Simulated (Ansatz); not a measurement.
WC (WC type, space group P-6m2)

```
WC
1.0
    2.92185     0.00000     0.00000
   -1.46093     2.53040     0.00000
    0.00000     0.00000     2.84710
W C
1 1
Direct
  0.00000   0.00000   0.00000
  0.66667   0.33333   0.50000
```

The slice is a (-1 2 -1 0) plane (indices of the conventional cell) through the point (0.667, 0.333, 0.500) (fractional), spanned by u = [001] and v = [210] in vectors of this cell: u (2.85 Å) and v (5.06 Å, at 90° to u). It covers one period; positions are fractions (u, v).

Computed with PBE (plane waves to 420 eV, PAW, scalar-relativistic; Ansatz, a first-principles code). k mesh 18×18×16. Inside the PAW spheres the values are not all-electron values, and peaks at nuclei hang on which shells count as valence. Spin-orbit coupling is left out, though W is heavy. WC is run without spin polarisation. WC was relaxed with its symmetry unable to fall.

Three fields on this plane, each scaled to ten steps between its own extremes (0 low, 9 high; the total valence density on a logarithmic scale, the potential cut 8 eV below its top; x marks points blanked near nuclei; v = 0 in the bottom row):

Map A
```
|xxxxx65456xxxx|
|xxxx7655567xxx|
|xxxx7777777xxx|
|xx8789xxx9878x|
|6678xxxxxxx876|
|5679xxxxxxx976|
|557xxxxxxxxx75|
|557xxxxxxxxx75|
|557xxxxxxxxx75|
|5569xxxxxxx965|
|4457xxxxxxx754|
|334569xxx96543|
|22234567654322|
|11123455543211|
|00122344432210|
|00012344432100|
|00122344432210|
|22223444443222|
|44444445444444|
|xx66555555566x|
|xxxx6554556xxx|
|xxxx7654567xxx|
|xxxxx65456xxxx|
|xxxxx65456xxxx|
```

Map B
```
|xxxxx73237xxxx|
|xxxx9521259xxx|
|xxxx5211125xxx|
|xx9533xxx3359x|
|9853xxxxxxx358|
|6424xxxxxxx424|
|432xxxxxxxxx23|
|433xxxxxxxxx33|
|432xxxxxxxxx23|
|4324xxxxxxx423|
|3211xxxxxxx112|
|221113xxx31112|
|11111233321111|
|00112455542110|
|00024688864200|
|00024799974200|
|00124689864210|
|12234677764322|
|55554566654555|
|xx98654445689x|
|xxxx8543458xxx|
|xxxx9632369xxx|
|xxxxx73237xxxx|
|xxxxx74247xxxx|
```

Map C
```
|xxxxx44444xxxx|
|xxxx1211121xxx|
|xxxx0000000xxx|
|xx0000xxx0000x|
|4300xxxxxxx003|
|3100xxxxxxx001|
|200xxxxxxxxx00|
|200xxxxxxxxx00|
|200xxxxxxxxx00|
|3200xxxxxxx002|
|5400xxxxxxx004|
|763000xxx00036|
|87640000000467|
|99875422245789|
|99987666667899|
|99988777778899|
|99987766677899|
|99877655567789|
|77776544456777|
|xx45543334554x|
|xxxx4433344xxx|
|xxxx2444442xxx|
|xxxxx45554xxxx|
|xxxxx45554xxxx|
```

Task: Assign the maps to these fields: electron localisation function (ELF); valence electron density; electrostatic potential energy of an electron, from the cell's mean.

Result: A is the valence electron density; B is the electron localisation function (ELF); C is the electrostatic potential energy of an electron, from the cell's mean.
